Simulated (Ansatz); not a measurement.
input.yaml (Ansatz)

```yaml
crystal:
  lattice:
    - [2.739890276, 0.0, 0.0]
    - [-1.369945138, 2.3728145826, 0.0]
    - [0.0, 0.0, 2.7173329202]
  atoms:
    - { symbol: B, position: [0.0, 0.0, 0.0] }
    - { symbol: B, position: [0.3333333333, 0.6666666667, 0.5] }
    - { symbol: B, position: [0.6666666667, 0.3333333333, 0.5] }
hamiltonian:
  xc: r2scan
  pseudopotentials:
    kind: paw
    azcp:
      B: "pseudopotentials/B.paw.azcp"
basis:
  ecutwfc: 500
  fft_grid_basis: typed
kpoints:
  mp_grid: { grid: [14, 14, 12], shift: [0, 0, 0] }
magnetization:
  spin_polarized: false
scf:
  occupations: { method: fermi_dirac, width: 0.1 }
  lower_state_search: "off"
output:
  stress: true
```

Terminal output

```
Engine: ansatz 0.2.0, x86_64-unknown-linux-gnu
Pseudopotentials: kind: paw
Pseudopotential: B, paw, valence charge 3, recommended cutoff 500 eV (meta_gga) 
Functional definition: r2SCAN
  parameter k0 = 0.174
  parameter k1 = 0.065
  parameter a1 = 4.9479
  exchange = r2scan_x(k0 = k0, k1 = k1, a1 = a1)
  correlation = r2scan_c
Crystal: 3 atoms, lattice volume = 17.666 Å³
Basis set: ecut = 500 eV, 405 PW (Γ), exchange–correlation on 80×80×80 points (64 copies of the dense FFT grid, shifted against one another)
Bands: 9, of which v1, the nominal top of the filled ones, is band 5 counted from 1 (4 counted from 0)
Symmetry: 24 space group operations
Space group: P6/mmm (ITA 191), of the structure as read, at distance tolerance 2.6e-5 Å
k-points: 168 of 2352
Non-local potential: B, projectors of the file, l = 0: 2, l = 1: 2, l = 2: 1
PAW form: soft (Blöchl's): semilocal exchange-correlation on the pseudo side does not see the compensation charge
PAW frozen core: B, regenerated for the run's functional (the file was generated under x = pbe(κ = 0.804, μ = 0.2195149727645171), c = pbe(β = 0.06672455060314922))
PAW one-centre angular grid: B, 302 points (default); XC on 160 Gauss nodes
Initial density: superposition of atomic densities (neutral atoms: chi_scale 0, normalization atom), corrected by the library's trained network
Initial wavefunctions: pseudopotential atomic-orbital guess
Functional: x = r2scan, c = r2scan; τ floored in thin density (d = 2e-4 eV/Å³)
SCF iter   1: F=-466.065029 eV  HF=-465.973397 eV  |F-HF|=9.16e-2  |Δ(HF+E_count)|=         —  Δρ=7.93e-3  dr2=3.73e-3  dr2_τ=4.26e-1  ethr=1.77e-3  ⟨swp⟩=4.8  Hψ=9715  notcnv=0
SCF iter   2: F=-466.074144 eV  HF=-466.070475 eV  |F-HF|=3.67e-3  |Δ(HF+E_count)|=   9.71e-2  Δρ=5.89e-3  dr2=2.21e-3  dr2_τ=7.32e-5  ethr=4.15e-5  ⟨swp⟩=2.0  Hψ=4329  notcnv=0  defer=39
SCF iter   3: F=-466.074761 eV  HF=-466.074825 eV  |F-HF|=6.41e-5  |Δ(HF+E_count)|=   4.35e-3  Δρ=1.59e-3  dr2=3.96e-4  dr2_τ=2.60e-5  ethr=2.46e-5  ⟨swp⟩=2.0  Hψ=2350  notcnv=0  defer=39
SCF iter   4: F=-466.074896 eV  HF=-466.074871 eV  |F-HF|=2.53e-5  |Δ(HF+E_count)|=   4.59e-5  Δρ=8.39e-4  dr2=5.97e-5  dr2_τ=3.21e-6  ethr=4.40e-6  ⟨swp⟩=2.1  Hψ=2202  notcnv=0  defer=39
SCF iter   5: F=-466.074900 eV  HF=-466.074901 eV  |F-HF|=6.67e-7  |Δ(HF+E_count)|=   2.97e-5  Δρ=3.48e-4  dr2=1.33e-5  dr2_τ=5.39e-7  ethr=6.63e-7  ⟨swp⟩=2.2  Hψ=2123  notcnv=0  defer=39
SCF iter   6: F=-466.074903 eV  HF=-466.074902 eV  |F-HF|=2.38e-7  |Δ(HF+E_count)|=   1.63e-6  Δρ=6.46e-5  dr2=3.84e-7  dr2_τ=1.92e-8  ethr=1.48e-7  ⟨swp⟩=2.0  Hψ=2146  notcnv=0  defer=39
SCF iter   7: F=-466.074903 eV  HF=-466.074903 eV  |F-HF|=2.98e-8  |Δ(HF+E_count)|=   2.93e-7  Δρ=2.10e-5  dr2=4.27e-8  dr2_τ=2.23e-9  ethr=1.11e-9  ⟨swp⟩=4.1  Hψ=4476  notcnv=0
SCF 1 converged in 7 iterations: F = -466.074903 eV  dr2 = 4.27e-8
SCF converged after 7 iterations
Free energy (F): -466.074903 eV
Harris-Foulkes:  -466.074903 eV  (|F-HF|=2.98e-8)
Internal energy: -466.063308 eV  (E = F + TS)
E sigma→0 (E₀):  -466.069105 eV
Entropy (-TS):   -0.011595 eV (-3.865 meV/atom)
Fermi energy:    13.514969 eV
--- Per-component energies (eV) ---
  E_band       = 48.190966
  E_kinetic    = 152.474659
  E_local      = -22.973224  (includes V_loc(G=0)·N_el)
  E_nonlocal   = 35.464119
  E_hartree    = 6.350546
  E_xc         = -96.186865
  E_vxc        = -127.379542  (∫ρ·V_xc dr)
  E_paw        = -240.260572  (= ΣΔE_a)
  E_vpaw       = -8.430675  (= ΣTr[D̂ρ^β])
  E_aug_tail   = -0.000004  (compensation charges beyond the density's cutoff)
  E_vtau       = 6.334733  (kinetic-family band-sum trace: ∫τ·v_τ [+ j·A + Jᵃ·Aᵃ] dr)
  E_ewald      = -300.876641
  E_core_change = -0.055326  (= ΣΔE_core)
  E_smearing   = -0.011595  (= −TS)
  E_closure    = -0.000000  (closes the sum)
  Σ components = -466.074903   (vs F -466.074903, Δ=0.00e0)
--- Stress (GPa, compression-positive) ---
       43.932157       0.000000       0.000000
        0.000000      43.932157       0.000000
        0.000000       0.000000      22.020648
  P = ⅓ Tr σ = 36.6283 GPa (366.283 kbar)
```

Command:

```sh
ansatz run input.yaml --threads 1 --pin off --max-ram 3584MiB --backend cpu --events-out ev --progress --plain --runs-dir out
```

On 1 thread of Intel(R) Xeon(R) Platinum 8259CL CPU @ 2.50GHz (Skylake/Cascade Lake) (shared host) this took about 6.3 s of wall time and 6.3 s of CPU time.
